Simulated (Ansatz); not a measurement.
The relaxed structure here is a generated cell of TiOs: the first start was made by a random draw of sites in a space group, and the end was not matched to a known phase here, so it may be hypothetical.

One stationary structure of TiOs. All values below come from PBEsol (plane waves to 420 eV, PAW, scalar-relativistic; Ansatz, an electronic-structure program).

```xyz
8
Lattice="-1.4084 4.5344 4.9610 1.4084 -4.5344 4.9610 1.4084 4.5344 -4.9610" Properties=species:S:1:pos:R:3 pbc="T T T"
Os     0.0000     2.4412     6.3361
Os     1.4084     2.0932     1.3751
Os     0.0000     2.4412     3.5859
Os     1.4084     2.0932    -1.3751
Ti     0.0000     0.0000     6.1848
Ti     0.0000     0.0000     3.7371
Ti     0.0000     0.0000     1.2488
Ti     0.0000     0.0000     8.6732
```

Q: Find the space group and the Wyckoff positions (tolerance 0.01 Å).

A: Space group Immm (No. 71); a = 2.8168 Å, b = 9.0688 Å, c = 9.9220 Å, α = β = γ = 90.00°

| atom | site | symmetry | x | y | z |
|---|---|---|---|---|---|
| Os | 8l | m.. | 0.0000 | 0.2692 | 0.3614 |
| Ti | 4i | mm2 | 0.0000 | 0.0000 | 0.3767 |
| Ti | 4i | mm2 | 0.0000 | 0.0000 | 0.1259 |

Q: Give the shortest distances between elements (the closest pairs, up to four, under 3.6 Å).

A: Os–Ti 2.45 Å; Ti–Ti 2.45 Å; Os–Os 2.64 Å.

- Volume per atom: 15.84 Å³
- Band gap: no gap (metallic)

No spin polarisation in the result.

The run could not lose the symmetry of its start, so the end can be a saddle point.
